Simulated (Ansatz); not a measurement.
AlNi3 (Cu3Au type)

```xyz
4
Lattice="3.5261 0.0000 0.0000 0.0000 3.5261 0.0000 0.0000 0.0000 3.5261" Properties=species:S:1:pos:R:3 pbc="T T T"
Al     0.0000     0.0000     0.0000
Ni     0.0000     1.7631     1.7631
Ni     1.7631     0.0000     1.7631
Ni     1.7631     1.7631     0.0000
```

Grid over V/V₀ and (c/a)/(c/a)₀, subscript 0 meaning the relaxed cell; the conventional c axis lies along z; no internal relaxation.

The numbers are results of r2SCAN (plane waves to 500 eV, PAW, scalar-relativistic; Ansatz, a first-principles code), not measurements. k mesh 13×13×13 (Γ-centred), Fermi-Dirac smearing 0.05 eV. Compression counts positive. With partly filled bands, the response to shear is sensitive to the k mesh, so small differences along c/a are uncertain. AlNi3 was relaxed with its symmetry unable to fall. Relaxed AlNi3 ends ferromagnetic. The magnetic order is the one the run started from; other orders were not tried. The last digit holds for this mesh only.

Changes of σzz (GPa) from the point V/V₀ = 1.000, (c/a)/(c/a)₀ = 1.000 when one coordinate moves alone (two changes are said to add if the coupling is within 5 % of the smaller one, nearly so within 20 %):

```json
[
 {"point": "V/V₀ = 1.000, (c/a)/(c/a)₀ = 0.960", "change": "2.64"},
 {"point": "V/V₀ = 1.000, (c/a)/(c/a)₀ = 0.980", "change": "1.39"},
 {"point": "V/V₀ = 0.920, (c/a)/(c/a)₀ = 1.000", "change": "20.40"},
 {"point": "V/V₀ = 0.960, (c/a)/(c/a)₀ = 1.000", "change": "9.06"},
 {"point": "V/V₀ = 1.040, (c/a)/(c/a)₀ = 1.000", "change": "-7.24"},
 {"point": "V/V₀ = 1.080, (c/a)/(c/a)₀ = 1.000", "change": "-13.02"},
 {"point": "V/V₀ = 1.000, (c/a)/(c/a)₀ = 1.020", "change": "-1.52"},
 {"point": "V/V₀ = 1.000, (c/a)/(c/a)₀ = 1.040", "change": "-3.16"}
]
```

**Question.** What is the change at V/V₀ = 0.920, (c/a)/(c/a)₀ = 1.040, where both move, and how far is it from the sum?

**Answer.** The sum of the single changes is 20.40 + (-3.16) = 17.24; the calculation gives 16.55, so the coupling contributes -0.69 (over 20 % of the smaller single change, not additive).

**Question.** Do the two effects add at V/V₀ = 1.040, (c/a)/(c/a)₀ = 0.960? Give the computed change.

**Answer.** The sum of the single changes is -7.24 + (2.64) = -4.60; the calculation gives -4.81, so the coupling contributes -0.21 (under 20 % of the smaller single change, nearly additive).

**Question.** Do the two effects add at V/V₀ = 0.960, (c/a)/(c/a)₀ = 0.980? Give the computed change.

**Answer.** The sum of the single changes is 9.06 + (1.39) = 10.45; the calculation gives 10.57, so the coupling contributes 0.12 (under 20 % of the smaller single change, nearly additive).

(A scan under strain: stresses follow from slopes of the energy per volume, elastic moduli from its curvatures.)
